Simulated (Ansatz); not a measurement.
AlN:
```
AlN
1.0
    5.28536     0.00000     0.00000
    0.00000     5.28536     0.00000
    0.00000     0.00000     3.09964
Al N
4 4
Direct
  0.32322   0.67678   0.00000
  0.67678   0.32322   0.00000
  0.82322   0.82322   0.50000
  0.17678   0.17678   0.50000
  0.31514   0.31514   0.00000
  0.68486   0.68486   0.00000
  0.18486   0.81514   0.50000
  0.81514   0.18486   0.50000
```

Relaxed with r²SCAN. Special points in fractions of this cell's reciprocal vectors: Γ (0.000, 0.000, 0.000); X (0.000, 0.500, 0.000); M (0.500, 0.500, 0.000); Z (0.000, 0.000, 0.500); R (0.000, 0.500, 0.500); A (0.500, 0.500, 0.500).

List the band energies nearest the valence-band maximum at these points for r²SCAN (plane waves, PAW; program Ansatz).

In eV from the valence-band maximum; about four levels below and three above (degenerate sets whole), none deeper than 8.9 eV; points with the same levels are listed once.

```json
[
 {"k": "Γ", "below": "-0.52 -0.12 -0.12 -0.01", "above": "4.48 6.83 7.19"},
 {"k": "X", "below": "-0.66 -0.66 -0.64 -0.64", "above": "6.54 6.54 7.31 7.31"},
 {"k": "M", "below": "-1.07 -1.07 -0.97 -0.97", "above": "6.81 6.81 7.13 7.13"},
 {"k": "Z", "below": "-1.71 -1.71 -1.53 -1.53", "above": "6.73 6.73 8.55 8.55"},
 {"k": "R", "below": "-1.42 -1.42 -0.71 -0.71", "above": "7.04 7.04 7.48 7.48"},
 {"k": "A", "below": "-1.23 -1.23 -0.99 -0.99", "above": "5.89 5.89 6.48 6.48"}
]
```

Space group P4_2/mnm. The start of the workflow was typed in or built on a structure type; neither database checked (COD, Materials Project) lists it. It is not the phase usual at ambient conditions (space group No. 186, 216). The cell was relaxed with r²SCAN under the symmetry of its start; whether a distortion lowers the energy is not shown.

Potentials: the earlier of the program's two PAW sets. The files were generated under PBE; for other functionals the program regenerates the frozen cores, and for LDA and PBEsol the local potential too.
